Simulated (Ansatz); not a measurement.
A geometry of MgZn$_{2}$ away from equilibrium: the start of the relaxation of a relaxed MgZn2 cell with every coordinate shifted by Gaussian noise of σ = 0.3 Å. These are PBEsol (plane waves to 420 eV, PAW, scalar-relativistic; Ansatz, an electronic-structure program) values and carry that method's errors. Γ-centred k-mesh 8×8×6 on the run's cell (coarser than for final values), Fermi–Dirac smearing 0.05 eV.

```xyz
6
Lattice="2.4544 -3.8146 0.0000 2.4544 3.8146 0.0000 0.0000 0.0000 5.3228" Properties=species:S:1:pos:R:3 pbc="T T T"
Mg     2.8705    -0.8544     3.4531
Mg     2.6984     0.9303     1.5343
Zn     2.5593    -1.8355     1.5973
Zn     2.0740     1.7673     3.5929
Zn     0.4670    -0.4557     2.7684
Zn    -0.3922     0.0716    -0.3608
```

### Question
Which atoms carry the largest force, and which way does it point?

### Answer
8.35 eV/Å, on Zn4 (atoms numbered as listed); on Zn4 its components are (1.09, -6.95, 4.50).

### Question
What is the pressure?

### Answer
+20.3 GPa, compression positive.

### Question
How much energy per atom can still be gained by relaxing?

### Answer
0.90 eV/atom; the path ends in P2₁/m (No. 11) at a tolerance of 0.01 Å, Cmcm (No. 63) at 0.1 Å.

No spin polarisation in the result.

Of the parent cell (Cmcm (No. 63)): The relaxation started from an entry of Materials Project.

The runs began from a structure in Materials Project; this end point is another cell, not compared with measured phases.
